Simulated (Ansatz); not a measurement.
Ansatz (a first-principles code) input:

Ansatz 0.2 input:
```yaml
crystal:
  lattice:
    - [0.0, 2.1982152364, 2.1982152364]
    - [2.1982152364, 0.0, 2.1982152364]
    - [2.1982152364, 2.1982152364, 0.0]
  atoms:
    - { symbol: N, position: [0.0, 0.0, 0.0] }
    - { symbol: Ta, position: [0.5, 0.5, 0.5] }
kpoints:
  mp_grid: { grid: [12, 12, 12] }
  band_path:
    path:
      - [[0.0, 0.0, 0.0], [0.5, 0.0, 0.5], [0.625, 0.25, 0.625]]  # Γ-X-U
      - [[0.375, 0.375, 0.75], [0.0, 0.0, 0.0], [0.5, 0.5, 0.5], [0.5, 0.25, 0.75], [0.5, 0.0, 0.5]]  # K-Γ-L-W-X
    npoints: 12
hamiltonian:
  xc: r2scan
  pseudopotentials: { kind: paw }
magnetization: { noncollinear: true, spin_orbit: true }
scf:
  n_extra_bands: 12
  convergence: { dr2_threshold: 0.0000000001 }
  occupations: { method: gaussian, width: 0.05 }
output: { eigenvalues: true }
```

Output (shortened):

```
Pseudopotential: N, paw_fr, valence charge 5
Pseudopotential: Ta, paw_fr, valence charge 13
Functional definition: r2SCAN
non-collinear run that drives no moment, with spin-orbit …
Crystal: 2 atoms, lattice volume = 21.244 Å³
Basis set: ecut = 500 eV, 537 PW (Γ), exchange–correlation on 96×96×96 points (64 copies of the dense FFT grid, shifted against one another)
Bands: 30, of which v1, the nominal top of the filled ones, is band 18 counted from 1 (17 counted from 0)
Symmetry: 48 space group operations + 48 with time reversal
k-points: 72 of 1728
Projection manifold: j_resolved (fully-relativistic pseudo-atomic orbitals)
SCF iter   1: F=—  HF=-10306.997563 eV  |F-HF|=—  |Δ(HF+E_count)|=         —  Δρ=5.43e-2  dr2=6.12e-1  dr2_τ=5.70e-2  dr2_m=0.00e0 (ungated)  ethr=3.10e-3  |M|=0.00e0 ∫|m|=0.00e0 μB  |m|>n=0.0e0 m-floor=0.0e0 τ_xc=0.0e0  β_m=0.30  ⟨swp⟩=6.0  Hψ=5391  notcnv=0  defer=30
preconditioner: auto → none
SCF iter   2: F=—  HF=-10307.091216 eV  |F-HF|=—  |Δ(HF+E_count)|=   9.37e-2  Δρ=3.91e-2  dr2=2.60e-1  dr2_τ=4.21e-3  dr2_m=0.00e0 (ungated)  ethr=3.10e-3  |M|=0.00e0 ∫|m|=0.00e0 μB  |m|>n=0.0e0 m-floor=0.0e0 τ_xc=0.0e0  β_m=0.58  ⟨swp⟩=2.0  Hψ=1612  notcnv=0  defer=320
SCF iter   3: F=—  HF=-10307.111494 eV  |F-HF|=—  |Δ(HF+E_count)|=   2.03e-2  Δρ=7.83e-3  dr2=5.45e-3  dr2_τ=2.80e-4  dr2_m=0.00e0 (ungated)  ethr=1.44e-3  |M|=0.00e0 ∫|m|=0.00e0 μB  |m|>n=0.0e0 m-floor=0.0e0 τ_xc=0.0e0  β_m=0.68  ⟨swp⟩=2.2  Hψ=1502  notcnv=0  defer=326
SCF iter   4: F=—  HF=-10307.115082 eV  |F-HF|=—  |Δ(HF+E_count)|=   3.59e-3  Δρ=1.09e-3  dr2=1.73e-4  dr2_τ=2.93e-6  dr2_m=0.00e0 (ungated)  ethr=3.03e-5  |M|=0.00e0 ∫|m|=0.00e0 μB  |m|>n=0.0e0 m-floor=0.0e0 τ_xc=0.0e0  β_m=0.82  ⟨swp⟩=2.6  Hψ=1789  notcnv=0  defer=326
SCF iter   5: F=—  HF=-10307.115255 eV  |F-HF|=—  |Δ(HF+E_count)|=   1.73e-4  Δρ=5.10e-4  dr2=5.49e-5  dr2_τ=1.46e-6  dr2_m=0.00e0 (ungated)  ethr=9.63e-7  |M|=0.00e0 ∫|m|=0.00e0 μB  |m|>n=0.0e0 m-floor=0.0e0 τ_xc=0.0e0  β_m=0.77  ⟨swp⟩=2.0  Hψ=1344  notcnv=0  defer=326
SCF iter   6: F=—  HF=-10307.115247 eV  |F-HF|=—  |Δ(HF+E_count)|=   7.58e-6  Δρ=7.09e-5  dr2=7.87e-7  dr2_τ=1.34e-8  dr2_m=0.00e0 (ungated)  ethr=3.05e-7  |M|=0.00e0 ∫|m|=0.00e0 μB  |m|>n=0.0e0 m-floor=0.0e0 τ_xc=0.0e0  β_m=0.88  ⟨swp⟩=2.0  Hψ=1229  notcnv=0  defer=326
SCF iter   7: F=—  HF=-10307.115248 eV  |F-HF|=—  |Δ(HF+E_count)|=   6.83e-7  Δρ=1.26e-5  dr2=1.93e-8  dr2_τ=6.09e-10  dr2_m=0.00e0 (ungated)  ethr=4.37e-9  |M|=0.00e0 ∫|m|=0.00e0 μB  |m|>n=0.0e0 m-floor=0.0e0 τ_xc=0.0e0  β_m=0.90  ⟨swp⟩=2.1  Hψ=1522  notcnv=0  defer=326
SCF iter   8: F=—  HF=-10307.115248 eV  |F-HF|=—  |Δ(HF+E_count)|=   3.62e-8  Δρ=3.99e-6  dr2=4.07e-9  dr2_τ=6.86e-11  dr2_m=0.00e0 (ungated)  ethr=1.07e-10  |M|=0.00e0 ∫|m|=0.00e0 μB  |m|>n=0.0e0 m-floor=0.0e0 τ_xc=0.0e0  β_m=0.82  ⟨swp⟩=2.1  Hψ=1535  notcnv=0  defer=326
SCF iter   9: F=-10307.115248 eV  HF=-10307.115248 eV  |F-HF|=0.00e0  |Δ(HF+E_count)|=  1.89e-10  Δρ=2.40e-7  dr2=9.56e-12  dr2_τ=1.05e-13  dr2_m=0.00e0 (ungated)  ethr=1.00e-12  |M|=0.00e0 ∫|m|=0.00e0 μB  |m|>n=0.0e0 m-floor=0.0e0 τ_xc=0.0e0  ⟨swp⟩=7.3  Hψ=4590  notcnv=0
SCF 1 converged in 9 iterations: F = -10307.115248 eV  dr2 = 9.56e-12
NSCF: frozen V_eff on 74 k-points
SCF converged after 9 iterations
Magnetization: |M| = 0.0000 μB,  M = (+0.0000, +0.0000, +0.0000) μB
Absolute magnetization: 0.0000 μB (∫|m|)
  site 0: m = (+0.0000, +0.0000, +0.0000) μB, |m| = 0.0000 μB  (R = 0.91 Å)
  site 1: m = (+0.0000, +0.0000, +0.0000) μB, |m| = 0.0000 μB  (R = 0.91 Å)
Free energy (F): -10307.115248 eV
Harris-Foulkes:  -10307.115248 eV  (|F-HF|=0.00e0)
Internal energy: -10307.114306 eV  (E = F + TS)
E sigma→0 (E₀):  -10307.114777 eV
Entropy (-TS):   -0.000942 eV (-0.471 meV/atom)
Fermi energy:    21.752376 eV
--- Per-component energies (eV) ---
  E_band       = -62.032471
  E_kinetic    = 502.974327
  E_local      = -583.935878  (includes V_loc(G=0)·N_el)
  E_nonlocal   = 56.443262
  E_hartree    = 197.606036
  E_xc         = -265.513667
  E_vxc        = -308.483157  (∫ρ·V_xc dr)
  E_paw        = -8525.246629  (= ΣΔE_a)
  E_vpaw       = -140.186911  (= ΣTr[D̂ρ^β])
  E_aug_tail   = 0.000080  (compensation charges beyond the density's cutoff)
  E_vtau       = 15.943733  (kinetic-family band-sum trace: ∫τ·v_τ [+ j·A + Jᵃ·Aᵃ] dr)
  E_ewald      = -1688.629581
  E_core_change = -0.812256  (= ΣΔE_core)
  E_smearing   = -0.000942  (= −TS)
  E_closure    = 0.000000  (closes the sum)
  Σ components = -10307.115248   (vs F -10307.115248, Δ=0.00e0)
  [band-id]    e_kinetic+e_local+e_nonlocal+2·e_hartree+e_vxc+e_vpaw+e_augmentation_tail+e_vtau = -62.032472   (vs E_band -62.032471, Δ=-2.77e-7)
--- Band table (eV; the first three rows and the last of 72) ---
  k-point 0: bands = ["-49.5326", "-49.5326", "-21.5763", "-21.5763", "-12.7931", "-12.7931", "-12.7931", "-12.7931", "1.7985", "1.7985", "17.4942", "17.4942", "17.6990", "17.6990", "17.6990", "17.6990", "19.4990", "19.4990", "19.4990", "19.4990", "19.8885", …
  k-point 1: bands = ["-49.5285", "-49.5285", "-21.5902", "-21.5902", "-12.8507", "-12.8507", "-12.7996", "-12.7996", "1.9677", "1.9677", "16.7932", "16.7932", "17.0699", "17.0699", "17.1161", "17.1161", "19.7930", "19.7930", "19.8139", "19.8139", "20.1691", …
  k-point 2: bands = ["-49.5174", "-49.5174", "-21.6286", "-21.6286", "-13.0036", "-13.0036", "-12.8174", "-12.8174", "2.4414", "2.4414", "15.2873", "15.2873", "16.0800", "16.0800", "16.0871", "16.0871", "20.3024", "20.3024", "20.4671", "20.4671", "20.7176", …
  k-point 71: bands = ["-49.4513", "-49.4513", "-21.8417", "-21.8417", "-13.4367", "-13.4367", "-13.2762", "-13.2762", "3.6689", "3.6689", "13.9477", "13.9477", "14.2908", "14.2908", "14.8802", "14.8802", "21.5078", "21.5078", "21.6631", "21.6631", "25.2523", …
```

Cost: roughly 40 core-seconds on shared cores.

Space group Fm-3m (rock salt). The cell was relaxed with r²SCAN under the symmetry of its start. No spin polarisation was allowed.

Potentials: the later of the program's two PAW sets.

Ansatz is a plane-wave DFT program.
